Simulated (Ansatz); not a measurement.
Al$_{3}$Ni$_{2}$:
Space group P-3m1 (No. 164); a = b = 3.9655 Å, c = 4.8075 Å, α = β = 90.00°, γ = 120.00°

| atom | site | symmetry | x | y | z |
|---|---|---|---|---|---|
| Al | 1a | -3m. | 0.0000 | 0.0000 | 0.0000 |
| Al | 2d | 3m. | 0.6667 | 0.3333 | 0.3520 |
| Ni | 2d | 3m. | 0.3333 | 0.6667 | 0.1459 |

Relaxed at zero pressure with plane-wave PAW LDA (Ansatz code).

Problem. The volume is lowered by 9 % and shape and atoms relax at that volume. What pressure results, and how do the axes share the change?

Solution. 17.5 GPa; a -3.2 %, b -3.2 %, c -2.9 %; the energy rises by 59 meV/atom.

Problem. Give the new structure.

Solution. 
Space group P-3m1 (No. 164); a = 3.838 Å, b = 3.838 Å, c = 4.670 Å, α = 90.00°, β = 90.00°, γ = 120.00°

```
atom  site  symmetry       x       y       z
----  ----  --------  ------  ------  ------
Al      1a      -3m.  0.0000  0.0000  0.0000
Al      2d       3m.  0.6667  0.3333  0.3537
Ni      2d       3m.  0.3333  0.6667  0.1471
```

The phase is kept; no other phase was compared at this pressure.

The first step of the workflow began from a Materials Project structure, measured or hypothetical; the Crystallography Open Database copy checked does not list it. Its standing as an ambient phase is unchecked. Symmetry was held in the LDA relaxation; of distortions, only those at the zone centre were tested. The run is not spin-polarised. Axis ratios of metals converge slowly with the k-mesh, so a and c are less sure than the volume.

Potentials: the later of the program's two PAW sets.
